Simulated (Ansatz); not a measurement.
# Notes on H4N2OF2

```
O F N H
1.0
     0.00000    3.07075    0.00000
     5.05364   -1.53537    0.00000
     1.29037    0.00000   -4.58666
O F N H
1 2 2 4
Direct
  0.00000 0.00000 0.00000
  0.88120 0.76240 0.75370
  0.11880 0.23760 0.24630
  0.60670 0.21340 0.77060
  0.39330 0.78660 0.22940
  0.61000 0.22000 0.56600
  0.39000 0.78000 0.43400
  0.70100 0.40200 0.77620
  0.29900 0.59800 0.22380
```

Method: r2SCAN, no spin polarisation; PAW, plane waves to 500 eV, 6×6×4 Γ-centred mesh, tetrahedron occupations (Ansatz 0.2.0), atoms fixed.

Task: Is it stable against the elements?

Result: 0.42 eV an atom against the elements' usual phases (free molecules for gases, crystals otherwise, with no correction for O₂ or N₂), so at this geometry it isn't bound against them. Relaxing would lower it.

Task: What does the stress say?

Result: The pressure is 2.5 GPa (compression positive), so with the atoms held at these fractions the cell would first expand; the forces are large, so a full relaxation may end otherwise. The principal stresses -8.9, 1.3, 15.0 GPa differ, so its shape would change too.

Task: Is there a gap?

Result: It is a metal on this mesh, though the bands barely overlap, with about 1.9 states/eV a cell as the mean within 0.25 eV of the Fermi level, mostly F p (35 %), O p (35 %) and N p (27 %).

Task: Where is the largest force?

Result: The largest is on H8 (and as large on other atoms): 3.86 eV/Å, components (3.65, 0.00, -1.24). It makes 163° with the line to a nearest neighbour, N4 at 0.96 Å, pointing away from it.

Origin: a known structure type with other elements, at an estimated volume, so it need not be a known compound. Caveats: empty levels are not fully converged; the k mesh is coarse if the cell is a metal; atoms or cell far from equilibrium; forces and stress under tetrahedra may miss the slope of the energy.
